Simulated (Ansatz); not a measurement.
SiC:
```xyz
4
Lattice="3.0759 0.0000 0.0000 -1.5379 2.6638 0.0000 0.0000 0.0000 5.0476" Properties=species:S:1:pos:R:3 pbc="T T T"
Si     1.5379     0.8879     0.0026
Si     0.0000     1.7759     2.5264
C      1.5379     0.8879     3.1532
C      0.0000     1.7759     0.6294
```

Relaxed with PBEsol. Special points in fractions of this cell's reciprocal vectors: Γ (0.000, 0.000, 0.000); M (0.500, 0.000, 0.000); K (0.333, 0.333, 0.000); A (0.000, 0.000, 0.500); L (0.500, 0.000, 0.500); H (0.333, 0.333, 0.500).

Q: List the band energies nearest the valence-band maximum at these points for DFT-PBEsol in the program Ansatz with PAW potentials.

A: In eV from the valence-band maximum; about four levels below and three above (degenerate sets whole), none deeper than 8.9 eV; points with the same levels are listed once.

| k | below | above |
|---|---|---|
| Γ | -1.32 -1.32 -0.11 0.00 0.00 | 4.73 6.14 6.60 6.60 |
| M | -5.47 -3.34 -3.34 -1.20 | 2.66 4.13 6.79 |
| K | -6.27 -6.27 -4.08 -4.08 -3.87 | 2.12 8.05 8.77 8.77 |
| A | -0.72 -0.72 -0.72 -0.72 | 5.82 5.82 7.28 7.28 7.28 7.28 |
| L | -2.46 -2.46 -2.34 -2.34 | 3.18 3.18 5.16 5.16 |
| H | -5.71 -5.71 -1.74 -1.74 | 4.99 4.99 5.90 5.90 |

Space group P6_3mc (wurtzite). Symmetry was held in the PBEsol relaxation.

Potentials: the later of the program's two PAW sets.
